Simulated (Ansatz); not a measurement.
Question: MoIr (L1₀ or tetragonal B2, space group No. 123) is relaxed with the program Ansatz at the PBEsol level (PAW). What lattice parameters of the conventional cell result?

Answer: a = 2.736 Å, c = 3.883 Å.

Space group P4/mmm (L1₀ or tetragonal B2). The start of the workflow was typed in or built on a structure type; neither database checked (COD, Materials Project) lists it. COD files the formula under space group No. 51. Whether it is the stable phase at ambient conditions was not checked. The PBEsol relaxation kept the symmetry of its start; its stability against distortions is not shown here. The run is not spin-polarised. Axis ratios of metals converge slowly with the k-mesh, so a and c are less sure than the volume. Spin–orbit coupling is left out wherever it is not named.

Potentials: the later of the program's two PAW sets.
